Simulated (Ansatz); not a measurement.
YZnCuP2:
```xyz
5
Lattice="3.9552 0.0000 0.0000 -1.9776 3.4253 0.0000 0.0000 0.0000 6.5355" Properties=species:S:1:pos:R:3 pbc="T T T"
Y      0.0000     2.2835     6.4336
Zn     0.0000     0.0000     2.4610
Cu     1.9776     1.1418     4.1809
P      1.9776     1.1418     1.6770
P      0.0000     0.0000     4.8541
```

The program Ansatz at the r²SCAN level (PAW) gives a gap of 0.18 eV without spin–orbit coupling, maximum at Γ, minimum at L.

Problem. What happens when spin–orbit coupling is switched on?

Solution. The gap hardly moves, to 0.18 eV; maximum at Γ, minimum at L.

Problem. Give the electron effective mass with spin–orbit coupling.

Solution. 0.20, 0.28, 2.3 mₑ (principal values).

Space group P3m1. The first step of the workflow began from a Materials Project structure, measured or hypothetical; the Crystallography Open Database copy checked does not list it. Its standing as an ambient phase is unchecked. The cell was relaxed with r²SCAN under the symmetry of its start; whether a distortion lowers the energy is not shown. No spin polarisation was allowed.

Potentials: the later of the program's two PAW sets.
